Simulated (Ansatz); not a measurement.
Space group R-3c:H (No. 167). a = 5.462 Å, b = 5.462 Å, c = 14.372 Å, α = 90.00°, β = 90.00°, γ = 120.00°
```
atom site symmetry x y z
  In   12c        3.  0.6667  0.3333  0.1910
   O   18e        .2  0.6289  0.6667  0.4167
```

Equation of state of this In$_{2}$O$_{3}$ structure (not necessarily the ground state), with shape and atoms relaxed at each volume where symmetry leaves them free. The calculation used DFT LDA, scalar-relativistic, plane waves, PAW (Ansatz 0.2.0).

Plane waves to 420 eV, a k mesh through Γ of 6×6×6 on the computed 10-atom cell and Gaussian smearing (0.02 eV); no spin polarisation.

```
V (Å³/atom) E − E(largest V) (meV/atom) P (GPa) gap on mesh (eV)
     10.891                        61.43    28.08              1.92
     11.263                         6.20    19.72              1.80
     11.634                       -30.70    12.28              1.65
     12.005                       -51.36     5.71              1.47
     12.377                       -57.78    -0.01              1.29
     12.748                       -51.93    -4.94              1.10
     13.119                       -35.52    -9.13              0.92
     13.614                         0.00   -13.75              0.68
```

**Question.** Fit a third-order Birch–Murnaghan equation to E(V).

**Answer.** V0 = 12.38 Å³/atom, B0 = 175 GPa, B0' = 3.7.

This form isn't the usual stable structure of the compound.